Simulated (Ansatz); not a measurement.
## Zincblende alloy of InP and GaP (56 of 64 In sites exchanged), 128 atoms

Ansatz, PAW, plane waves. PBEsol relaxation of volume and atoms (shape held) at the single k point (½, ½, ½); single points on the relaxed atoms at the Γ point alone, onto which points of the small cell's zone fold. Arrangement: random. No spin–orbit coupling unless named.

Relaxed structure:

```yaml
crystal:
  lattice:
    - [0.00000, 10.98662, 10.98662]
    - [10.98662, 0.00000, 10.98662]
    - [10.98662, 10.98662, 0.00000]
  atoms:
    - { symbol: In, position: [0.00179, 0.00217, 0.99941] }
    - { symbol: In, position: [0.50219, 0.49745, 0.00207] }
    - { symbol: In, position: [0.24837, 0.75048, 0.00244] }
    - { symbol: In, position: [0.00218, 0.74862, 0.49980] }
    - { symbol: In, position: [0.74925, 0.99916, 0.00050] }
    - { symbol: In, position: [0.25112, 0.99972, 0.50036] }
    - { symbol: In, position: [0.74872, 0.00184, 0.50035] }
    - { symbol: In, position: [0.50210, 0.75264, 0.74667] }
    - { symbol: Ga, position: [0.49855, 0.00063, 0.99970] }
    - { symbol: Ga, position: [0.99990, 0.49977, 0.99973] }
    - { symbol: Ga, position: [0.00059, 0.00247, 0.49962] }
    - { symbol: Ga, position: [0.24977, 0.25218, 0.24797] }
    - { symbol: Ga, position: [0.50045, 0.00234, 0.49761] }
    - { symbol: Ga, position: [0.74992, 0.25228, 0.24786] }
    - { symbol: Ga, position: [0.99959, 0.49802, 0.49998] }
    - { symbol: Ga, position: [0.25192, 0.75026, 0.24990] }
    - { symbol: Ga, position: [0.24982, 0.25044, 0.75007] }
    - { symbol: Ga, position: [0.49970, 0.49985, 0.49994] }
    - { symbol: Ga, position: [0.74998, 0.74742, 0.25200] }
    - { symbol: Ga, position: [0.74988, 0.25238, 0.74791] }
    - { symbol: Ga, position: [0.24813, 0.74740, 0.74996] }
    - { symbol: Ga, position: [0.75013, 0.74782, 0.75403] }
    - { symbol: Ga, position: [0.00247, 0.00232, 0.24755] }
    - { symbol: Ga, position: [0.24993, 0.25054, 0.99943] }
    - { symbol: Ga, position: [0.49937, 0.00027, 0.24971] }
    - { symbol: Ga, position: [0.74967, 0.25237, 0.00017] }
    - { symbol: Ga, position: [0.99985, 0.49964, 0.25014] }
    - { symbol: Ga, position: [0.99960, 0.00052, 0.74757] }
    - { symbol: Ga, position: [0.24975, 0.25275, 0.49969] }
    - { symbol: Ga, position: [0.49998, 0.50026, 0.25227] }
    - { symbol: Ga, position: [0.75022, 0.74786, 0.99993] }
    - { symbol: Ga, position: [0.49783, 0.00275, 0.75219] }
    - { symbol: Ga, position: [0.74976, 0.25262, 0.49966] }
    - { symbol: Ga, position: [0.00011, 0.49784, 0.75177] }
    - { symbol: Ga, position: [0.25190, 0.74805, 0.49980] }
    - { symbol: Ga, position: [0.50000, 0.49772, 0.74776] }
    - { symbol: Ga, position: [0.74943, 0.74760, 0.49794] }
    - { symbol: Ga, position: [0.00005, 0.25304, 0.99960] }
    - { symbol: Ga, position: [0.24993, 0.00023, 0.24816] }
    - { symbol: Ga, position: [0.49777, 0.25028, 0.99956] }
    - { symbol: Ga, position: [0.74785, 0.00044, 0.25255] }
    - { symbol: Ga, position: [0.99955, 0.74508, 0.99970] }
    - { symbol: Ga, position: [0.99802, 0.25282, 0.49939] }
    - { symbol: Ga, position: [0.24775, 0.49786, 0.25417] }
    - { symbol: Ga, position: [0.50246, 0.75280, 0.00296] }
    - { symbol: Ga, position: [0.24975, 0.00473, 0.74755] }
    - { symbol: Ga, position: [0.49814, 0.25216, 0.49989] }
    - { symbol: Ga, position: [0.74994, 0.50004, 0.25012] }
    - { symbol: Ga, position: [0.74999, 0.00028, 0.75004] }
    - { symbol: Ga, position: [0.24950, 0.49999, 0.74985] }
    - { symbol: Ga, position: [0.50185, 0.74727, 0.49792] }
    - { symbol: Ga, position: [0.75387, 0.49783, 0.74781] }
    - { symbol: Ga, position: [0.25274, 0.00293, 0.99980] }
    - { symbol: Ga, position: [0.99979, 0.25061, 0.24975] }
    - { symbol: Ga, position: [0.24767, 0.49790, 0.99962] }
    - { symbol: Ga, position: [0.49972, 0.24852, 0.25195] }
    - { symbol: Ga, position: [0.75190, 0.50031, 0.00023] }
    - { symbol: Ga, position: [0.99741, 0.74781, 0.25218] }
    - { symbol: Ga, position: [0.99987, 0.25225, 0.74754] }
    - { symbol: Ga, position: [0.25159, 0.49825, 0.49995] }
    - { symbol: Ga, position: [0.50000, 0.75019, 0.25047] }
    - { symbol: Ga, position: [0.49978, 0.25034, 0.74973] }
    - { symbol: Ga, position: [0.74988, 0.49987, 0.49978] }
    - { symbol: Ga, position: [0.00004, 0.75003, 0.75182] }
    - { symbol: P, position: [0.06848, 0.06820, 0.06366] }
    - { symbol: P, position: [0.55270, 0.06522, 0.06466] }
    - { symbol: P, position: [0.06207, 0.55970, 0.06282] }
    - { symbol: P, position: [0.05477, 0.06776, 0.56320] }
    - { symbol: P, position: [0.31240, 0.31150, 0.31333] }
    - { symbol: P, position: [0.56614, 0.56686, 0.06644] }
    - { symbol: P, position: [0.55219, 0.06684, 0.56620] }
    - { symbol: P, position: [0.81232, 0.31271, 0.31223] }
    - { symbol: P, position: [0.06623, 0.55119, 0.56576] }
    - { symbol: P, position: [0.31253, 0.81276, 0.31315] }
    - { symbol: P, position: [0.31236, 0.31272, 0.81223] }
    - { symbol: P, position: [0.56350, 0.56101, 0.56118] }
    - { symbol: P, position: [0.81169, 0.81282, 0.31239] }
    - { symbol: P, position: [0.81328, 0.31141, 0.81266] }
    - { symbol: P, position: [0.30484, 0.81979, 0.80523] }
    - { symbol: P, position: [0.81332, 0.81262, 0.81247] }
    - { symbol: P, position: [0.06263, 0.06302, 0.31296] }
    - { symbol: P, position: [0.31140, 0.31311, 0.06144] }
    - { symbol: P, position: [0.56134, 0.06281, 0.31282] }
    - { symbol: P, position: [0.81258, 0.31463, 0.06138] }
    - { symbol: P, position: [0.06122, 0.56135, 0.31436] }
    - { symbol: P, position: [0.31727, 0.81697, 0.06492] }
    - { symbol: P, position: [0.06465, 0.06709, 0.80159] }
    - { symbol: P, position: [0.31240, 0.31340, 0.56268] }
    - { symbol: P, position: [0.56246, 0.56283, 0.31343] }
    - { symbol: P, position: [0.81458, 0.80151, 0.06618] }
    - { symbol: P, position: [0.56254, 0.06378, 0.81254] }
    - { symbol: P, position: [0.81162, 0.31522, 0.56148] }
    - { symbol: P, position: [0.06216, 0.56251, 0.81231] }
    - { symbol: P, position: [0.31685, 0.80197, 0.56473] }
    - { symbol: P, position: [0.56907, 0.55551, 0.80512] }
    - { symbol: P, position: [0.80500, 0.80494, 0.56923] }
    - { symbol: P, position: [0.06268, 0.31359, 0.06236] }
    - { symbol: P, position: [0.31428, 0.06616, 0.30332] }
    - { symbol: P, position: [0.56509, 0.30142, 0.06664] }
    - { symbol: P, position: [0.81630, 0.06618, 0.30308] }
    - { symbol: P, position: [0.05256, 0.80615, 0.06883] }
    - { symbol: P, position: [0.06257, 0.31257, 0.56117] }
    - { symbol: P, position: [0.31228, 0.56256, 0.31238] }
    - { symbol: P, position: [0.56397, 0.81429, 0.06404] }
    - { symbol: P, position: [0.31134, 0.06311, 0.81411] }
    - { symbol: P, position: [0.56231, 0.31262, 0.56232] }
    - { symbol: P, position: [0.81258, 0.56111, 0.31349] }
    - { symbol: P, position: [0.81459, 0.06644, 0.80406] }
    - { symbol: P, position: [0.06610, 0.81654, 0.56592] }
    - { symbol: P, position: [0.31245, 0.56102, 0.81315] }
    - { symbol: P, position: [0.56488, 0.81689, 0.55004] }
    - { symbol: P, position: [0.81246, 0.56109, 0.81349] }
    - { symbol: P, position: [0.31296, 0.06422, 0.06165] }
    - { symbol: P, position: [0.80639, 0.06931, 0.06890] }
    - { symbol: P, position: [0.06240, 0.31263, 0.31224] }
    - { symbol: P, position: [0.30581, 0.55405, 0.06953] }
    - { symbol: P, position: [0.31630, 0.06807, 0.56361] }
    - { symbol: P, position: [0.56239, 0.31267, 0.31238] }
    - { symbol: P, position: [0.81347, 0.56145, 0.06268] }
    - { symbol: P, position: [0.81530, 0.06680, 0.56493] }
    - { symbol: P, position: [0.06567, 0.81609, 0.30143] }
    - { symbol: P, position: [0.06250, 0.31142, 0.81310] }
    - { symbol: P, position: [0.31225, 0.56136, 0.56244] }
    - { symbol: P, position: [0.56255, 0.81269, 0.31140] }
    - { symbol: P, position: [0.56253, 0.31132, 0.81225] }
    - { symbol: P, position: [0.81323, 0.56116, 0.56135] }
    - { symbol: P, position: [0.06133, 0.81278, 0.81316] }
    - { symbol: P, position: [0.56488, 0.81679, 0.81764] }
```

Q: What are the mean bond lengths by pair (pairs within 1.2 times the sum of covalent radii, less contacts 15 % beyond the pair's median; cation–cation pairs of compounds aside; long ionic contacts are cut short by that bound)?

A: Ga–P 2.363 ± 0.013 Å (standard deviation, 224 bonds); In–P 2.500 ± 0.009 Å (standard deviation, 32 bonds).

Q: What gap lies between the top filled and the lowest empty level in the single points?

A: HSE06 with spin–orbit coupling 2.22 eV (23 min on NVIDIA GB200). An indirect band minimum needn't fold onto Γ of this cell; where it doesn't, these gaps are too wide.
